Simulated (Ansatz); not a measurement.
With PBE in the plane-wave PAW code Ansatz, CdSiN2 in the trigonal phase (R-3m; Cd on 3a, Si on 3b, N on 6c) relaxes to a = 2.921 Å, c = 16.626 Å. Si has 6 nearest neighbours from 1.95 Å (octahedral). Its formation energy from the elements is -57 meV/atom, with no fitted shifts.

It is gapped at this level: 0.97 eV (indirect). Gap from PBE with spin–orbit coupling: 0.97 eV. Electrons at the band edge weigh 0.13, 0.27, 0.27 mₑ (principal values). The hole mass is 0.33, 1.0, 1.5 mₑ (principal values).

An equation-of-state fit gives a bulk modulus of 194 GPa.

The start of the workflow was typed in or built on a structure type; neither database checked (COD, Materials Project) lists it. Its standing as an ambient phase is unchecked. Symmetry was held in the PBE relaxation; whether a distortion lowers the energy is not shown. The references are the lowest solids computed at this level, not always the standard phases (solids in place of the gases). Scalar-relativistic: spin–orbit coupling is off unless named, which matters more the heavier the elements.

Potentials: the earlier of the program's two PAW sets.
